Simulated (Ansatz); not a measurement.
ZrO₂ (tetragonal-ZrO2 type, space group P4_2/nmc)

```yaml
crystal:
  lattice:
    - [3.58446, 0.00000, 0.00000]
    - [0.00000, 3.58446, 0.00000]
    - [0.00000, 0.00000, 5.17872]
  atoms:
    - { symbol: Zr, position: [0.00000, 0.00000, 0.00000] }
    - { symbol: Zr, position: [0.50000, 0.50000, 0.50000] }
    - { symbol: O, position: [0.00000, 0.50000, 0.20116] }
    - { symbol: O, position: [0.00000, 0.50000, 0.70116] }
    - { symbol: O, position: [0.50000, 0.00000, 0.29884] }
    - { symbol: O, position: [0.50000, 0.00000, 0.79884] }
```

The slice is a (0 -1 1) plane (indices of the conventional cell) through the point (0.000, 0.500, 0.701) (fractional), spanned by u = [100] and v = [011] in vectors of this cell: u (3.58 Å) and v (6.30 Å, at 90° to u). It covers one period; positions are fractions (u, v).

Calculation: PBEsol (plane waves to 420 eV, PAW, scalar-relativistic; Ansatz, a first-principles code). k mesh 9×9×7. These are valence fields of a PAW run, semicore shells included where kept as valence: close to a nucleus they are smooth pseudo fields. The PAW data are Ansatz's earlier set. This is a high-temperature form of ZrO2. ZrO2 is run without spin polarisation. ZrO2 was relaxed with its symmetry unable to fall.

Sketch the density of the lowest conduction band (whole band as if filled, smooth part) on this plane as a map.


```
|    -%%-   |
|   .:--:.  |
|  .-*::*-. |
|  .=#==#=. |
|  .:-::-:. |
|           |
|           |
|           |
|::        :|
|*=.      .=|
|@+.      .+|
|=-:.    .:-|
|.=+:    :+=|
|-**:    :**|
|.:-.    .-:|
|  .      . |
|           |
|           |
|    .::.   |
|    :**:   |
```
Scale: ten equal steps from 0.002 (start of ' ') to 0.238 (end of '@'), in the order ' .:-=+*#%@'. Values: density of the lowest conduction band (whole band as if filled, smooth part) in e/Å³. The map has 11 points along u (one character each, u = 0 at the left) and 20 along v (v = 0 in the bottom row).
